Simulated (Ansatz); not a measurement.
SrBiClO₂:
```yaml
crystal:
  lattice:
    - [2.84414, -6.14735, 0.00000]
    - [2.84414, 6.14735, 0.00000]
    - [0.00000, 0.00000, 5.58902]
  atoms:
    - { symbol: Sr, position: [0.89017, 0.10983, 0.75000] }
    - { symbol: Sr, position: [0.10983, 0.89017, 0.25000] }
    - { symbol: Bi, position: [0.41650, 0.58350, 0.25000] }
    - { symbol: Bi, position: [0.58350, 0.41650, 0.75000] }
    - { symbol: Cl, position: [0.75555, 0.24445, 0.25000] }
    - { symbol: Cl, position: [0.24445, 0.75555, 0.75000] }
    - { symbol: O, position: [0.73566, 0.73566, 0.00000] }
    - { symbol: O, position: [0.26434, 0.26434, 0.00000] }
    - { symbol: O, position: [0.26434, 0.26434, 0.50000] }
    - { symbol: O, position: [0.73566, 0.73566, 0.50000] }
```

DFT-PBEsol in the program Ansatz with PAW potentials gives a gap of 3.33 eV without spin–orbit coupling, maximum off the standard path, at k = (-0.010, -0.490, 0.000), minimum on the Γ–Y line, 86 % of the way from Γ.

### Question
What happens when spin–orbit coupling is switched on?

### Answer
The gap drops by 0.24 eV, to 3.09 eV; maximum off the standard path, at k = (-0.010, -0.490, -0.010), minimum on the Σ0–Γ line, 46 % of the way from Σ0.

### Question
Give the electron effective mass with spin–orbit coupling.

### Answer
0.50, 1.4, 1.4 mₑ (principal values).

Space group Cmcm. The first step of the workflow began from a Materials Project structure, measured or hypothetical; the Crystallography Open Database copy checked does not list it. Whether it is the stable phase at ambient conditions was not checked. Symmetry was held in the PBEsol relaxation; whether a distortion lowers the energy is not shown.

Potentials: the later of the program's two PAW sets.
